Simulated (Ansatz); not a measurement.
Relaxed Sb (A7 type, space group R-3m):

```
CELL_PARAMETERS angstrom
      2.16078     1.24753     3.67966
     -2.16078     1.24753     3.67966
      0.00000    -2.49506     3.67966
ATOMIC_POSITIONS crystal
  Sb 0.23639 0.23639 0.23639
  Sb 0.76361 0.76361 0.76361
```

In this cell atom 1 (Sb, nearest neighbour Sb at 2.932 Å; its periodic images, 4.3 Å or more away, move with it) is moved by s along Cartesian x, unit vector (1.000, 0.000, 0.000); all other atoms and the cell stay fixed.

The numbers are results of PBE-D3(BJ) (plane waves to 420 eV, PAW, scalar-relativistic; Ansatz, a quantum-chemistry and plane-wave program), not measurements. k mesh 11×11×11 (Γ-centred), Fermi-Dirac smearing 0.05 eV. Energies are smeared free energies. With partly filled bands, energies and forces of such displacements shift with the k mesh and the smearing. Sb was relaxed with its symmetry unable to fall. Spin-orbit coupling is left out, though Sb is heavy. The PAW data are Ansatz's earlier set. The zero of ΔE is the undisplaced structure. The last digit holds for this mesh only.

```tsv
s (Å)	ΔE (meV/cell)
-0.590	withheld
-0.472	327.5
-0.354	155.3
-0.236	58.1
-0.118	12.7
0.000	0.0
0.118	12.7
0.236	58.1
0.354	155.3
0.472	327.5
0.590	withheld
```

Question: Fit an even polynomial form (powers 2, 4, 6) to the given rows and predict ΔE at s = -0.590.

Answer: Least squares on the 9 given rows: ΔE = (867.3)·s² + (3306)·s⁴ + (-2697)·s⁶, in meV/cell with s in Å; root-mean-square residual 0.01 meV/cell. At -0.590 the fit gives 588.7 meV/cell; the calculation gives 595.3 meV/cell, so the extrapolation is off by -6.6 (-1.1 %). The quadratic term alone would give 301.9 meV/cell.

(For displaced atoms, the force is minus the slope of the energy, and its curvature is a force constant, which sets phonon frequencies.)
